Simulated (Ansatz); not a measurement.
## Electric field gradients in TeS₂

```
Te S
1.0
     3.83449    0.00000    0.00000
    -1.91724    3.32076    0.00000
     0.00000    0.00000    6.75309
Te S
1 2
Direct
  0.00000 0.00000 0.00000
  0.33333 0.66667 0.22851
  0.66667 0.33333 0.77149
```

Atoms are numbered in the order listed.

The conventional cell has a = 3.834 Å, b = 3.834 Å, c = 6.753 Å, α = 90.00°, β = 90.00°, γ = 120.00°. Te (atom 1) is surrounded by 6 S at 2.70 Å. S (atom 2) has 3 Te at 2.70 Å as nearest neighbours.

The cell was built from the CdI2 type and relaxed in the same program, and has space group P-3m1; it needn't be a known or the stable phase.

All numbers are computed: DFT, PBE, all-electron PAW with datasets made for the crystal, scalar-relativistic (Ansatz 0.2.0); DFT, PBE, PAW with Ansatz's default frozen-core files, scalar-relativistic (Ansatz 0.2.0).

For the crystal-made all-electron datasets (AE datasets): a Γ-centred 11×11×6 k mesh, Fermi–Dirac smearing of 0.08 eV, cutoff 180 eV (chosen by the program for this cell), no spin polarisation. PAW takes a cutoff of 420 eV at this cell. The Ansatz runs share mesh, smearing and spin set-up.

At some sites the methods part by over 20 %, so those gradients aren't settled.

No spin–orbit coupling: at heavy atoms the gradients can be off by tens of per cent for that reason.

Vzz is the principal value of largest size of the traceless field-gradient tensor, in 10²¹ V/m², and η = (Vxx − Vyy)/Vzz with |Vzz| ≥ |Vyy| ≥ |Vxx|.

```
site  site symmetry  Vzz (η), AE datasets      Vzz (η), PAW
 Te1           -3m.                     ?                 ?
  S2            3m.      -1.01 (η = 0.00)  -1.02 (η = 0.00)
```

Problem. What belongs in the row "Te1", column "Vzz (η), PAW"?

Solution. -0.41 (η = 0.00).

Problem. Fill in "Vzz (η), AE datasets" for the row "Te1".

Solution. -0.33 (η = 0.00).

Problem. Taking Q(S-33) = -0.0678 b, what quadrupole coupling constant follows at S2 from AE datasets?

Solution. Cq = eQVzz/h = 24.180 MHz × -0.0678 × (-1.01) = 1.66 MHz.
